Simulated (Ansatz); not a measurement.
Polymorphs of C, each relaxed with the program Ansatz at the r²SCAN+D4 level (PAW):

A: P6/mmm
a = 6.844 Å, b = 6.844 Å, c = 3.570 Å, α = 90.00°, β = 90.00°, γ = 120.00°

```json
[
 {"atom": "C", "site": "6j", "symmetry": "m2m", "x": "0.0000", "y": "0.2072", "z": "0.0000"},
 {"atom": "C", "site": "6j", "symmetry": "m2m", "x": "0.0000", "y": "0.4114", "z": "0.0000"}
]
```

B: R-3m
a = 6.8444 Å, b = 6.8444 Å, c = 10.0501 Å, α = 90.00°, β = 90.00°, γ = 120.00°

```tsv
atom	site	symmetry	x	y	z
C	18f	.2	0.0000	0.2068	0.0000
C	18f	.2	0.0000	0.4114	0.0000
```

C: graphite (P6_3/mmc)
a = 2.4530 Å, b = 2.4530 Å, c = 6.7693 Å, α = 90.00°, β = 90.00°, γ = 120.00°

```json
[
 {"atom": "C", "site": "2b", "symmetry": "-6m2", "x": "0.0000", "y": "0.0000", "z": "0.2500"},
 {"atom": "C", "site": "2c", "symmetry": "-6m2", "x": "0.3333", "y": "0.6667", "z": "0.2500"}
]
```

**Question.** Rank these by energy per atom at 0 K (lowest first), as r²SCAN+D4 gives it.

**Answer.** C (+0 meV/atom), B (+681 meV/atom), A (+694 meV/atom)

Not the usual ambient phase: A; B. Unstable at this level: A. All cells were relaxed under the symmetry of their starts (and spin orders); stability against distortions was not tested throughout.

Energies hold the estimated change up to a 700 eV cutoff; steps of a few meV lie near the error of the meshes.

Potentials: the earlier of the program's two PAW sets.
